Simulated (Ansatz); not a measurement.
The cell is In₃GaP₄, ordered on the zincblende lattice (Pmm2) with 8 atoms a cell; cell and atoms were relaxed with r2SCAN. It is orthorhombic, Pmm2 (No. 25); conventional cell a = 4.089 Å, b = 8.195 Å, c = 5.799 Å, 24.29 Å³ an atom. Around Ga lie 4 P at 2.37–2.42 Å; around P lie 2 Ga at 2.42 Å and 2 In at 2.55 Å; around In lie 4 P at 2.54–2.55 Å; around P lie 1 Ga at 2.37 Å and 3 In at 2.55–2.57 Å; around In lie 4 P at 2.54–2.57 Å; around P lie 4 In at 2.54 Å.

```cif
data_structure
_symmetry_space_group_name_H-M 'Pmm2'
_symmetry_Int_Tables_number 25
_cell_length_a 4.0890
_cell_length_b 8.1952
_cell_length_c 5.7988
_cell_angle_alpha 90.000
_cell_angle_beta 90.000
_cell_angle_gamma 90.000
_cell_volume 194.32
loop_
_atom_site_label
_atom_site_type_symbol
_atom_site_symmetry_multiplicity
_atom_site_Wyckoff_symbol
_atom_site_fract_x
_atom_site_fract_y
_atom_site_fract_z
_atom_site_occupancy
Ga1 Ga 1 a 0.00000 0.00000 0.99702 1
P1 P 1 c 0.50000 0.00000 0.22023 1
In1 In 2 h 0.50000 0.24056 0.49967 1
P2 P 2 g 0.00000 0.23676 0.76102 1
In2 In 1 b 0.00000 0.50000 0.00113 1
P3 P 1 d 0.50000 0.50000 0.26025 1
```

4 runs of the plane-wave code Ansatz on this cell differ in the functional (and in the settings that go with it). Levels are in eV from each run's valence top; v1 is the last filled band, c1 the first empty one.

Run A, mean stress 0.0 GPa (compression positive):
```
point     v2     v1    c1    c2
    Γ  -0.04   0.00  1.56  2.27
    X  -1.32  -1.03  2.30  2.35
    S  -2.24  -2.17  3.44  3.46
    Y  -0.38  -0.15  2.47  3.27
```

Run B, mean stress 0.0 GPa (compression positive):
```
point     v2     v1    c1    c2
    Γ  -0.04   0.00  1.18  1.89
    X  -1.27  -0.98  1.94  1.98
    S  -2.15  -2.07  3.00  3.01
    Y  -0.36  -0.15  2.00  2.83
```

Run C, mean stress +1.8 GPa (compression positive):
```
point     v2     v1    c1    c2
    Γ  -0.04   0.00  0.74  1.65
    X  -1.22  -0.95  1.70  1.74
    S  -2.07  -2.00  2.72  2.74
    Y  -0.34  -0.14  1.72  2.45
```

Run D, mean stress -0.2 GPa (compression positive):
```
point     v2     v1    c1    c2
    Γ  -0.04   0.00  2.19  2.94
    X  -1.34  -1.05  2.96  3.01
    S  -2.28  -2.20  4.12  4.13
    Y  -0.38  -0.16  3.15  3.94
```

**Question.** Match the runs to PBE, r2SCAN, HSE06, PBE0.

**Answer.** A is HSE06, B is r2SCAN, C is PBE, D is PBE0. In order of the gap: PBE 0.74, r2SCAN 1.18, HSE06 1.56, PBE0 2.19 eV.

Values at 0 K without nuclear motion; spin polarisation is off, and the phase may be a hypothetical one.

Spin-orbit coupling is left out, which matters wherever the heavy atoms make up the band edges.

The program warns that its thresholds are loose for a hybrid's stress.

The meshes of the hybrids are coarse, so their gaps aren't converged to the digits shown.
